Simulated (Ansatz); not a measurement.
Here is the system:

Cu:
```cif
data_Cu4
_chemical_formula_sum 'Cu4'
_space_group_name_H-M_alt 'Fm-3m'
_space_group_IT_number 225
_space_group_name_Hall '-F 4 2 3'
_cell_length_a 3.51835
_cell_length_b 3.51835
_cell_length_c 3.51835
_cell_angle_alpha 90.000
_cell_angle_beta 90.000
_cell_angle_gamma 90.000
loop_
_atom_site_label
_atom_site_type_symbol
_atom_site_symmetry_multiplicity
_atom_site_Wyckoff_symbol
_atom_site_fract_x
_atom_site_fract_y
_atom_site_fract_z
_atom_site_occupancy
Cu1 Cu 4 a 0.00000 0.00000 0.00000 1
```
(The calculation used a cell of 1 atom; values per cell refer to that cell.)

This is the LDA-relaxed structure.

Task: All from DFT-LDA in the program Ansatz with PAW potentials, unless another level is named. Estimate the Debye temperature from the elastic constants.

Result: 388 K.

Task: What about the elastic constants (relaxed ions, GPa)?

Result: C11 = 233, C12 = 167, C44 = 99.3.

The LDA relaxation kept the symmetry of its start. The run is not spin-polarised. As this level gives no gap, shear constants depend on the k-mesh and smearing (Fermi–Dirac, 0.1 eV here).

Potentials: the later of the program's two PAW sets.
